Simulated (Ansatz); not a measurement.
## Structure relaxation, AlN

The start is a relaxed AlN cell deformed by the Cartesian strain tensor (xx, yy, zz, yz, xz, xy) = (-0.047, -0.045, -0.045, 0.014, 0.088, 0.045). A full variable-cell relaxation at zero pressure is run with PBE (plane waves to 420 eV, PAW, scalar-relativistic; Ansatz, a program for electronic structure). The first steps use a coarse 9×9×3 k-mesh.

Starting cell:
```
CELL_PARAMETERS angstrom
      2.97414     0.14044     0.27619
     -1.36545     2.51087    -0.09891
      0.89488     0.14662     9.65660
ATOMIC_POSITIONS crystal
  Al 0.00000 0.00000 0.50141
  Al 0.00000 0.00000 0.00141
  Al 0.66667 0.33333 0.25033
  Al 0.33333 0.66667 0.75033
  N  0.00000 0.00000 0.31194
  N  0.00000 0.00000 0.81194
  N  0.66667 0.33333 0.06195
  N  0.33333 0.66667 0.56195
```

Task: What pressure does the first self-consistent step give?

Result: +41.4 GPa (positive: the cell is compressed).

Task: How does the volume per atom move from start to end?

Result: +16.3 %, from 9.16 to 10.66 Å³/atom.

Task: How do the shortest distances between atoms change?

Result: The closest pairs of elements (up to four, under 3.6 Å), start → end: Al–N 1.67 → 1.90 Å; Al–Al 2.72 → 3.10 Å; N–N 2.72 → 3.10 Å.

Final structure:

Space group P6₃mc (No. 186); a = 3.1208 Å, b = 3.1208 Å, c = 10.1116 Å, α = 90.00°, β = 90.00°, γ = 120.00°

| atom | site | symmetry | x | y | z |
|---|---|---|---|---|---|
| Al | 2a | 3m. | 0.0000 | 0.0000 | 0.0014 |
| Al | 2b | 3m. | 0.6667 | 0.3333 | 0.2503 |
| N | 2a | 3m. | 0.0000 | 0.0000 | 0.3119 |
| N | 2b | 3m. | 0.6667 | 0.3333 | 0.0620 |

Final values are on a 12×12×4 k-mesh of the relaxed cell. No spin polarisation in the result.

The first start was generated by placing the elements on the sites of a structure type. A measured structure of AlN has the same space group, P6₃mc (No. 186); the sites were not compared with it.
